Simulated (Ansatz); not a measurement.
Sn5Se8:
```xyz
13
Lattice="7.8293 0.0000 0.0000 -3.9147 6.7804 0.0000 0.0000 0.0000 7.1411" Properties=species:S:1:pos:R:3 pbc="T T T"
Sn     0.0000     0.0000     0.0000
Se     1.9377     1.1187     1.6309
Se     3.9147     2.2601     5.5692
Sn     1.9573     3.3902     0.0000
Se     3.9147     4.5429     1.6309
Se    -1.9769     5.6616     5.5102
Sn     3.9147     0.0000     0.0000
Se     5.8916     1.1187     1.6309
Se     0.0000     2.2375     5.5102
Sn    -1.9573     3.3902     0.0000
Se     0.0000     4.5203     1.5719
Se     1.9769     5.6616     5.5102
Sn     0.0000     0.0000     3.5705
```

Relaxed with r²SCAN.

**Question.** Map the electron localisation function on the plane through (0.000, 0.000, 0.000) spanned by u = [0, 0, 1] and v = [1, -1, 0] in lattice vectors, from r²SCAN (plane waves, PAW; program Ansatz).

**Answer.** x is the fraction of u, y of v (the angle between them is 90°; rows are the nearest grid lines); atoms in the plane: Sn at (0.00, 0.00), Se at (0.78, 0.67), Sn at (0.00, 0.50), Se at (0.77, 0.17), Se at (0.23, 0.83), Se at (0.22, 0.33), Sn at (0.50, 0.00).
```
|0001232210123331000001333210122321000|
|1223334433223333322233332110112233221|
|3334577777665433333333321100011222233|
|2468998766899975321111000000000000012|
|2468874101489998631000000000000000002|
|1136788899999987410000134555554321001|
|0112467888888763100003578888887764210|
|2100000000000000000268999986556888752|
|3100000000000000000379999963114788753|
|3222110000000000000036889999999987543|
|3333221100000000000013567788887754333|
|0001332210000000000000000000122331000|
|0001332210000000000000000000122331000|
|3334577888877653100000000000011223333|
|3457899999999886300000000000000112223|
|3578874113699999730000000000000000013|
|2578886556899998620000000000000000012|
|0124677888888753000013678888887642110|
|1001234555554310000147899999988876311|
|2000000000000000001368999841014788642|
|2100000000000001111235799986678998642|
|3322221100011233333333345667777754333|
|1223322110112333322233333223344333221|
|0001232210123331000001333210122321000|
```
Scale: ten equal steps from 0.000 (start of '0') to 0.853 (end of '9'), in the order '0123456789'; x runs from 0.000 to 1.00, y from 0.000 (bottom) to 1.00 (top).

The density is the valence pseudo-density with augmentation charge, so density and ELF within about 1 Å of a nucleus are not all-electron values.

Space group P-3m1. The start of the workflow was typed in or built on a structure type; neither database checked (COD, Materials Project) lists it. Its standing as an ambient phase is unchecked. The cell was relaxed with r²SCAN under the symmetry of its start; its stability against distortions is not shown here. Spin–orbit coupling is left out wherever it is not named.

Potentials: the earlier of the program's two PAW sets. The files were generated under PBE; for other functionals the program regenerates the frozen cores, and for LDA and PBEsol the local potential too.
